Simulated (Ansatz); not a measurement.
CdSiN₂:
```yaml
crystal:
  lattice:
    - [1.44888, 0.83651, 5.96599]
    - [-1.44888, 0.83651, 5.96599]
    - [0.00000, -1.67302, 5.96599]
  atoms:
    - { symbol: Cd, position: [0.50000, 0.50000, 0.50000] }
    - { symbol: Si, position: [0.00000, 0.00000, 0.00000] }
    - { symbol: N, position: [0.61457, 0.61457, 0.61457] }
    - { symbol: N, position: [0.38543, 0.38543, 0.38543] }
```

Relaxed with r²SCAN+D4. Special points in fractions of this cell's reciprocal vectors: Γ (0.000, 0.000, 0.000); T (0.500, 0.500, 0.500); H2 (0.820, 0.180, 0.500); H0 (0.500, -0.180, 0.180); L (0.500, 0.000, 0.000); S0 (0.340, -0.340, 0.000); S2 (0.660, 0.000, 0.340); F (0.500, 0.000, 0.500).

Problem. List the band energies nearest the valence-band maximum at these points for r²SCAN+D4 in the plane-wave PAW code Ansatz.

Solution. In eV from the valence-band maximum; about four levels below and three above (degenerate sets whole), none deeper than 8.9 eV; … stands for higher levels left out; points with the same levels are listed once.

```json
[
 {"k": "Γ", "below": "-1.11 -1.11 -0.37 -0.37", "above": "1.26 6.95 …"},
 {"k": "T", "below": "-1.30 -1.30 -0.17 -0.17", "above": "3.64 5.81 …"},
 {"k": "H2", "below": "-5.05 -3.65 -1.16 -0.97", "above": "3.35 3.86 …"},
 {"k": "L", "below": "-3.26 -2.20 -1.85 -0.67", "above": "0.36 5.50 …"},
 {"k": "S0", "below": "-4.84 -3.75 -1.12 -1.03", "above": "3.57 3.69 …"},
 {"k": "F", "below": "-3.48 -2.87 -1.70 -0.34", "above": "0.99 6.24 …"}
]
```

Space group R-3m. The start of the workflow was typed in or built on a structure type; neither database checked (COD, Materials Project) lists it. Whether it is the stable phase at ambient conditions was not checked. Symmetry was held in the r²SCAN+D4 relaxation; whether a distortion lowers the energy is not shown. The volume moved by -44 % from the start of the relaxation. Scalar-relativistic: spin–orbit coupling is off unless named, which matters more the heavier the elements.

Potentials: the earlier of the program's two PAW sets.
